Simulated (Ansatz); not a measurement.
Re (hcp, Mg type)

```yaml
crystal:
  lattice:
    - [2.77518, 0.00000, 0.00000]
    - [-1.38759, 2.40338, 0.00000]
    - [0.00000, 0.00000, 4.48302]
  atoms:
    - { symbol: Re, position: [0.33333, 0.66667, 0.75000] }
    - { symbol: Re, position: [0.66667, 0.33333, 0.25000] }
```

Grid over V/V₀ and (c/a)/(c/a)₀, subscript 0 meaning the relaxed cell; the conventional c axis lies along z; no internal relaxation.

All values below come from PBE (plane waves to 420 eV, PAW, scalar-relativistic; Ansatz, an electronic-structure program). k mesh 19×19×11 (Γ-centred), Fermi-Dirac smearing 0.05 eV. Compression counts positive. With partly filled bands, the response to shear is sensitive to the k mesh, so small differences along c/a are uncertain. Re is run without spin polarisation. Re was relaxed with its symmetry unable to fall. Spin-orbit coupling is left out, though Re is heavy. The PAW data are Ansatz's earlier set.

At one point of the scan the stress tensor (GPa) is:

```
  -11.4      0.0      0.0
    0.0    -11.4      0.0
    0.0      0.0      4.0
```

Problem. Which point is it?
A) V/V₀ = 0.980, (c/a)/(c/a)₀ = 0.960
B) V/V₀ = 1.020, (c/a)/(c/a)₀ = 0.960
C) V/V₀ = 1.020, (c/a)/(c/a)₀ = 0.920
D) V/V₀ = 1.020, (c/a)/(c/a)₀ = 1.000

Solution. B, V/V₀ = 1.020, (c/a)/(c/a)₀ = 0.960

(A scan under strain: stresses follow from slopes of the energy per volume, elastic moduli from its curvatures.)
